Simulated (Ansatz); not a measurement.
**AlV2C — Al-27 nuclear quadrupole resonance**

Cell: a computed structure from the Materials Project (it need not be an observed phase).

Space group P6_3/mmc (No. 194); a = 2.8876, c = 13.1048 Å, γ = 120.00°.

```
site  Wyckoff  site symmetry       x       y       z
  Al       2c           -6m2  0.3333  0.6667  0.2500
   V       4f            3m.  0.3333  0.6667  0.5864
   C       2a           -3m.  0.0000  0.0000  0.0000
```

One atom of each set is listed.

Method: Kohn–Sham DFT in Ansatz, r2SCAN, plane waves and PAW, scalar-relativistic, collinear spin, 500 eV cutoff, Γ-centred 13×13×3 k-points, Fermi–Dirac smearing 0.05 eV. Start moments as typed (μB): 1.5 on each V, none on the rest.

Al-27: I = 5/2, Q = 146.6 mb (year-2017 value). Static lattice, zero field.

(1) Predict the zero-field Al-27 lines of each site.

Answers

(1) For I = 5/2 and η = 0 the lines are 3|C_Q|/20 and twice that; η pulls their ratio below 2.

```json
{"site": "Al", "atoms": "2", "V_zz (10²¹ V/m²)": "-3.44", "C_Q (MHz)": "-12.2", "η": "0.00", "line frequencies (MHz)": "1.83, 3.66"}
```

An axis of threefold or higher order runs through Al, so V_zz lies along it and η is zero.

The program didn't check the stability of this electronic state in full, so a lower one may lie near. The run finds no gap above 0.1 eV (a metal, or nearly one), so the gradients can move by 10 % or more with the k-mesh. With these PAW files V_zz is typically within 2 to 3 % of all-electron values, but misses above 10 % occur on Al. The start moments die out, and the run ends without spin.

Hardware: 1 thread of Arm Neoverse V2 (aarch64; 28 cores open to the job, memory cap 3.0 GiB, no GPU), a shared host with a load of 0.9 a core. Wall time 1.9 min, CPU time 1.9 min, peak memory 0.83 GiB.
